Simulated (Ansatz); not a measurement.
Data:

ScPt (CsCl type, space group No. 221), a = 3.229 Å, b = 3.229 Å, c = 3.229 Å, α = 90.00°, β = 90.00°, γ = 90.00°.

This is the LDA-relaxed structure.

Task: All from LDA in the plane-wave PAW code Ansatz, unless another level is named. Estimate the formation energy from the elements (no fitted shifts).

Result: -1.24 eV/atom.

Task: Give the density of states at the Fermi level.

Result: 0.64 states/eV per atom (mean over ±0.08 eV).

Space group Pm-3m (CsCl type). The first step of the workflow began from a Materials Project structure, measured or hypothetical; the Crystallography Open Database files this formula in space group No. 221, but the cells were not matched. Whether it is the stable phase at ambient conditions was not checked. Symmetry was held in the LDA relaxation; of distortions, only those at the zone centre were tested. No spin polarisation was allowed. The references are the lowest solids computed at this level, not always the standard phases. Spin–orbit coupling is left out wherever it is not named.

Potentials: the later of the program's two PAW sets.
